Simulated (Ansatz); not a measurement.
PbO (started from an entry of an open crystallographic database), relaxed with r2SCAN+rVV10 in the plane-wave code Ansatz. The symmetry is P4/nmm (No. 129, tetragonal); a = 3.980 Å, c = 5.001 Å in the conventional setting, 19.81 Å³ an atom. Around Pb lie 4 O at 2.32 Å; around O lie 4 Pb at 2.32 Å.

The axes x, y and z are those of this cell:
```
CELL_PARAMETERS angstrom
3.98040 0.00000 0.00000
0.00000 3.98040 0.00000
0.00000 0.00000 5.00091
ATOMIC_POSITIONS crystal
Pb 0.00000 0.50000 0.23663
Pb 0.50000 0.00000 0.76337
O 0.00000 0.00000 0.00000
O 0.50000 0.50000 0.00000
```

Unstrained: HSE06 gives an indirect gap of 1.887 eV, from Γ to M; the least direct gap is 3.273 eV at Γ. Meshes: HSE06 4×4×4. Strains are changes of length per length. After each strain the atoms were relaxed again with r2SCAN+rVV10 within the symmetry that the strain leaves, so tilts or polar shifts that break it weren't tested; points keep the names that they have in the unstrained zone. No spin polarisation and no zero-point or thermal motion.

Q: Apply uniaxial -2.37 % along y, other directions held. How far does the gap move, against the unstrained cell?

A: HSE06: the gap goes from 1.887 to 1.691 eV (-0.196 eV).

Q: Estimate what isotropic -1.17 % on every length does to the gap.

A: HSE06: the gap goes from 1.887 to 1.635 eV (-0.252 eV).

Q: Estimate what biaxial +5.16 % in x and y, z held does to the gap.

A: HSE06: the gap goes from 1.887 to 2.452 eV (+0.565 eV); the edges go from Γ → M to Γ–M (0.29) → Z.

Q: Apply isotropic -2.74 % on every length. How far does the gap move, against the unstrained cell?

A: HSE06: the gap goes from 1.887 to 1.270 eV (-0.617 eV).

Spin-orbit coupling is left out; in compounds of Pb, Bi, Tl or Hg it can lower a gap by up to about 1 eV, split its edges or invert the bands.

Where an edge lies off the special points, it is a point of the mesh or the k point where a search put PBE's edge or least direct gap, reused for the other functionals, whose own edges may lie a little apart.

The meshes of the hybrids are coarse, so their gaps aren't converged to the digits shown.
